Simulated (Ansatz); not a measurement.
CsCaF3:
```cif
data_CaCsF3
_chemical_formula_sum 'Cs1 Ca1 F3'
_space_group_name_H-M_alt 'P 1'
_space_group_IT_number 1
_cell_length_a 4.51725
_cell_length_b 4.51725
_cell_length_c 4.51725
_cell_angle_alpha 90.000
_cell_angle_beta 90.000
_cell_angle_gamma 90.000
loop_
_space_group_symop_operation_xyz
  'x, y, z'
loop_
_atom_site_label
_atom_site_type_symbol
_atom_site_fract_x
_atom_site_fract_y
_atom_site_fract_z
_atom_site_occupancy
Cs1 Cs 0.00000 0.00000 0.00000 1
Ca1 Ca 0.50000 0.50000 0.50000 1
F1 F 0.00000 0.50000 0.50000 1
F2 F 0.50000 0.00000 0.50000 1
F3 F 0.50000 0.50000 0.00000 1
```

Relaxed with r²SCAN.

### Question
Tabulate the valence density and the electron localisation function along the shortest Ca–F contact (2.26 Å), plane-wave PAW r²SCAN (Ansatz code).

### Answer


| distance from Ca (Å) | density (e/Å³) | ELF |
|---|---|---|
| 0.23 | 6.30 | 0.79 |
| 0.34 | 5.52 | 0.83 |
| 0.45 | 4.39 | 0.86 |
| 0.56 | 3.13 | 0.86 |
| 0.68 | 2.00 | 0.84 |
| 0.79 | 1.17 | 0.74 |
| 0.90 | 0.65 | 0.46 |
| 1.02 | 0.38 | 0.13 |
| 1.13 | 0.29 | 0.07 |
| 1.24 | 0.32 | 0.12 |
| 1.36 | 0.47 | 0.41 |
| 1.47 | 0.78 | 0.68 |
| 1.58 | 1.37 | 0.80 |
| 1.69 | 2.57 | 0.81 |
| 1.81 | 4.72 | 0.79 |
| 1.92 | 7.70 | 0.72 |
| 2.03 | 10.81 | 0.59 |

The density is the valence pseudo-density with augmentation charge, so density and ELF within about 1 Å of a nucleus are not all-electron values.

Space group Pm-3m (cubic perovskite). The first step of the workflow began from a Materials Project structure, measured or hypothetical; the Crystallography Open Database copy checked does not list it. Its standing as an ambient phase is unchecked. The r²SCAN relaxation kept the symmetry of its start; its stability against distortions is not shown here. Spin–orbit coupling is left out wherever it is not named.

Potentials: the later of the program's two PAW sets.
